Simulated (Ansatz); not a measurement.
A relaxation computed with Ansatz, from input to last step.

```yaml
crystal:
  lattice:
    - [3.0521313427, 0.0, 0.0]
    - [-1.5260656714, 2.6432232785, 0.0]
    - [0.0, 0.0, 14.9937028189]
  atoms:
    - { symbol: Li, position: [0.0, 0.0, 0.0] }
    - { symbol: Li, position: [0.3333333333, 0.6666666667, 0.1666666667] }
    - { symbol: Li, position: [0.6666666667, 0.3333333333, 0.3333333333] }
    - { symbol: Li, position: [0.0, 0.0, 0.5] }
    - { symbol: Li, position: [0.6666666667, 0.3333333333, 0.6666666667] }
    - { symbol: Li, position: [0.3333333333, 0.6666666667, 0.8333333333] }
basis:
  ecutwfc: 420
kpoints:
  mp_grid: { grid: [15, 15, 3] }
hamiltonian:
  xc: pbesol
scf:
  occupations: { method: gaussian, width: 0.1 }
output:
  forces: true
  stress: true
  eigenvalues: true
  populations: true
relax:
  adjacent_minimum: "off"
  f_tol: 0.01
  max_steps: 45
  cell: { stress_tol: 0.05 }
```

```bash
ansatz run input.yaml --threads 1 --pin off --max-ram 2560MiB --backend cpu --events-out ev --progress --plain --runs-dir out
```

Method: Ansatz 0.2.0, DFT PBEsol, scalar-relativistic, plane waves, PAW.

Of 4 frames 4 are shown, positions in Å and forces in eV/Å; the SCF threshold varies from step to step. Steps run on the plane waves of an earlier cell, with a Pulay correction in the pressure. The basis is chosen afresh for the last frame, the zero of the energies, and can be on the way; energy and pressure step there, also at an unchanged geometry.

```xyz
6
Lattice="3.0521 0.0000 0.0000 -1.5261 2.6432 0.0000 0.0000 0.0000 14.9937" Properties=species:S:1:pos:R:3:forces:R:3 pbc="T T T" step=1 free_energy_over_end_meV_per_atom=0.01 pressure_GPa=0.04
Li    0.0000    0.0000    0.0000    0.0000    0.0000    0.0000
Li    0.0000    1.7621    2.4989    0.0000    0.0000    0.0010
Li    1.5261    0.8811    4.9979    0.0000    0.0000   -0.0010
Li    0.0000    0.0000    7.4969    0.0000    0.0000    0.0000
Li    1.5261    0.8811    9.9958    0.0000    0.0000    0.0010
Li    0.0000    1.7621   12.4948    0.0000    0.0000   -0.0010
6
Lattice="3.0533 0.0000 0.0000 -1.5266 2.6442 0.0000 0.0000 0.0000 15.0132" Properties=species:S:1:pos:R:3:forces:R:3 pbc="T T T" step=2 free_energy_over_end_meV_per_atom=0.00 pressure_GPa=0.01
Li    0.0000    0.0000    0.0000    0.0000    0.0000    0.0000
Li    0.0000    1.7628    2.5030    0.0000    0.0000   -0.0010
Li    1.5266    0.8814    5.0036    0.0000    0.0000    0.0010
Li    0.0000    0.0000    7.5066    0.0000    0.0000    0.0000
Li    1.5266    0.8814   10.0095    0.0000    0.0000   -0.0010
Li    0.0000    1.7628   12.5102    0.0000    0.0000    0.0010
6
Lattice="3.0534 0.0000 0.0000 -1.5267 2.6443 0.0000 0.0000 0.0000 15.0409" Properties=species:S:1:pos:R:3:forces:R:3 pbc="T T T" step=3 free_energy_over_end_meV_per_atom=0.00 pressure_GPa=-0.01
Li    0.0000    0.0000    0.0000    0.0000    0.0000    0.0000
Li    0.0000    1.7629    2.5058    0.0000    0.0000    0.0030
Li    1.5267    0.8814    5.0146    0.0000    0.0000   -0.0030
Li    0.0000    0.0000    7.5204    0.0000    0.0000    0.0000
Li    1.5267    0.8814   10.0262    0.0000    0.0000    0.0030
Li    0.0000    1.7629   12.5350    0.0000    0.0000   -0.0030
6
Lattice="3.0534 0.0000 0.0000 -1.5267 2.6443 0.0000 0.0000 0.0000 15.0409" Properties=species:S:1:pos:R:3:forces:R:3 pbc="T T T" step=4 free_energy_over_end_meV_per_atom=0.00 pressure_GPa=-0.01
Li    0.0000    0.0000    0.0000    0.0000    0.0000    0.0000
Li    0.0000    1.7629    2.5058    0.0000    0.0000    0.0030
Li    1.5267    0.8814    5.0146    0.0000    0.0000   -0.0030
Li    0.0000    0.0000    7.5204    0.0000    0.0000    0.0000
Li    1.5267    0.8814   10.0262    0.0000    0.0000    0.0030
Li    0.0000    1.7629   12.5350    0.0000    0.0000   -0.0030
```

The run took 23 s on 1 thread of Arm Neoverse V1, on a shared host, peak memory 0.38 GiB.